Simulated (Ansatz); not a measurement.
Relaxing a structure of WS$_{2}$

The start is a relaxed WS2 cell, doubled along one cell vector, shaken by Gaussian noise of σ = 0.08 Å a coordinate. The cell and all atomic positions are relaxed at zero pressure with PBEsol (plane waves to 420 eV, PAW, scalar-relativistic; Ansatz, a first-principles code). The first steps use a coarse 6×6×2 k-mesh.

Initial structure:
```yaml
crystal:
  lattice:
    - [3.85709, 0.00000, 0.00000]
    - [0.00000, 3.85709, 0.00000]
    - [0.00000, 0.00000, 12.56983]
  atoms:
    - { symbol: S, position: [0.99855, 0.98972, 0.00779] }
    - { symbol: S, position: [0.01669, 0.00926, 0.50041] }
    - { symbol: S, position: [0.48695, 0.49622, 0.00320] }
    - { symbol: S, position: [0.51224, 0.51758, 0.49799] }
    - { symbol: S, position: [0.50188, 0.02113, 0.18487] }
    - { symbol: S, position: [0.48608, 0.99879, 0.69299] }
    - { symbol: S, position: [0.97190, 0.46688, 0.32969] }
    - { symbol: S, position: [0.97733, 0.55528, 0.81049] }
    - { symbol: W, position: [0.48093, 0.02520, 0.39092] }
    - { symbol: W, position: [0.49046, 0.02016, 0.89183] }
    - { symbol: W, position: [0.99191, 0.45727, 0.11614] }
    - { symbol: W, position: [0.98845, 0.48834, 0.61165] }
```

| Quantity | Value |
|---|---|
| Initial pressure | +2 GPa (positive: the cell is compressed) |
| Largest initial force | about 2.3 eV/Å, on W9 (atoms numbered as listed) |
| Energy released | 0.60 eV/atom |
| Volume change | +1.1 %, from 15.58 to 15.75 Å³/atom |
| Shortest distances (start → end) | The closest pairs of elements (up to four, under 3.6 Å), start → end: S–W 2.26 → 2.41 Å; S–S 2.68 → 2.90 Å; W–W 3.81 → 3.21 Å |
| Band gap at the end | no gap (metallic) |
| Optimiser moves | 21 |

Final structure:

Space group P2₁/m (No. 11); a = 4.7204 Å, b = 3.2149 Å, c = 6.5969 Å, α = γ = 90.00°, β = 109.28°

| atom | site | symmetry | x | y | z |
|---|---|---|---|---|---|
| S | 2e | m | 0.2207 | 0.2500 | 0.9315 |
| S | 2e | m | 0.2164 | 0.2500 | 0.4415 |
| W | 2e | m | 0.3660 | 0.7500 | 0.2241 |

Final values are on a 11×14×8 k-mesh of the relaxed cell. No spin polarisation in the result.

The relaxed structure here is a generated cell of WS2: the first start was made by placing the elements on the sites of a structure type, and the end was not matched to a known phase here, so it may be hypothetical. Known forms of WS2 include space group No. 194.
